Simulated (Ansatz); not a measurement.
ZnS in space group R3m (No. 160; Pearson symbol hR12), r²SCAN (plane waves, PAW; program Ansatz). The conduction-band minimum lies at Γ, with 1 equivalent valley. Second derivatives d²E/dk² of the lowest band at one valley (eV·Å²), along Cartesian directions:

```csv
direction,d²E/dk²
[100],38.57
[010],38.57
[001],40.42
[110],38.57
[101],39.51
[011],39.50
```

Question: Find the principal effective masses, the density-of-states mass and the conductivity mass.

Answer: Off-diagonal terms follow from H_xy = H[110] − (H_xx + H_yy)/2, and m*/mₑ = 7.620 eV·Å² over each eigenvalue: 0.19, 0.20, 0.20. One valley's DOS mass (m₁m₂m₃)^(1/3) = 0.19, conductivity mass 3/(Σ 1/mᵢ) = 0.19 mₑ.

Question: What effective density of states Nc follows at 300 K for parabolic valleys?

Answer: Nc = 2.509e19 × 1 × (0.19)^(3/2) ≈ 2.1e18 cm⁻³.

The first step of the workflow began from a Materials Project structure, measured or hypothetical; the Crystallography Open Database files this formula in space group No. 160, but the cells were not matched. It is not the phase usual at ambient conditions (space group No. 186, 216). The r²SCAN relaxation kept the symmetry of its start; whether a distortion lowers the energy is not shown.

Potentials: the later of the program's two PAW sets.

Edges and masses are those of Kohn–Sham bands, whose gap is no quasiparticle gap.
